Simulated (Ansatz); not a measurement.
SrCuSi: pressure against volume

SrCuSi, P6_3/mmc, a = 4.083 Å, c = 9.403 Å. The structure is a Materials Project entry; whether it is the stable form wasn't checked. Ansatz: r2SCAN, PAW, 500 eV, Γ-centred 12×12×4 mesh on 6 atoms, Gaussian smearing 0.10 eV; no spin polarisation. Shape and atoms are relaxed at each volume; pressure is positive in compression.

```
V (Å³/atom) P (GPa)
     21.262     4.34
     21.941        ?
     22.620    -0.01
     23.298    -1.74
     23.977    -3.21
```

**Question.** Take V0 = 22.620 Å³/atom, count pressures from its P0 = -0.01 GPa, fit the third-order Birch–Murnaghan form to the other rows, and predict the missing pressure.

**Answer.** With the Eulerian strain f = ½[(V0/V)^(2/3) − 1] and y = (P − P0)/[3f(1 + 2f)^(5/2)], the form is the line y = B0 + 1.5 B0 (B0′ − 4) f. Rows (f, y): 0.02107, 62.1; -0.00975, 62.1; -0.01905, 61.7. Means f = -0.002577, y = 61.967; Σ(Δf)² = 0.0008820, ΣΔfΔy = 0.006589; the slope is their ratio. y = 61.99 + 7.471 f GPa, so B0 = 62.0 GPa and B0′ = 4 + 2 × (7.471)/(3 × 61.99) = 4.08. At V = 21.941, f = 0.01026, y = 62.07 and P = 2.00 GPa. The run gave 2.02 GPa, so the fit is 0.02 GPa too low, a small miss on the scale of the series.

Cost: 5 runs of about 13 core-minutes in all, on Arm Neoverse V1 (shared hosts).